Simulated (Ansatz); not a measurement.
RbLaS₂:
```xyz
4
Lattice="2.1588 1.2464 7.6554 -2.1588 1.2464 7.6554 0.0000 -2.4928 7.6554" Properties=species:S:1:pos:R:3 pbc="T T T"
Rb     0.0000     0.0000     0.0000
La     0.0000     0.0000    11.4831
S      0.0000     0.0000    17.6134
S      0.0000     0.0000     5.3528
```

r²SCAN in the plane-wave PAW code Ansatz gives a gap of 3.00 eV without spin–orbit coupling, maximum at Γ, minimum at F.

Q: What happens when spin–orbit coupling is switched on?

A: The gap drops by 0.04 eV, to 2.96 eV; maximum at Γ, minimum at F.

Q: Give the electron effective mass with spin–orbit coupling.

A: 0.50, 0.53, 1.7 mₑ (principal values).

Q: Give the hole effective mass with spin–orbit coupling.

A: 0.60, 0.60, 2.8 mₑ (principal values).

Space group R-3m. The first step of the workflow began from a Materials Project structure, measured or hypothetical; the Crystallography Open Database files this formula in space group No. 166, but the cells were not matched. Its standing as an ambient phase is unchecked. The cell was relaxed with r²SCAN under the symmetry of its start; whether a distortion lowers the energy is not shown.

Potentials: the later of the program's two PAW sets.
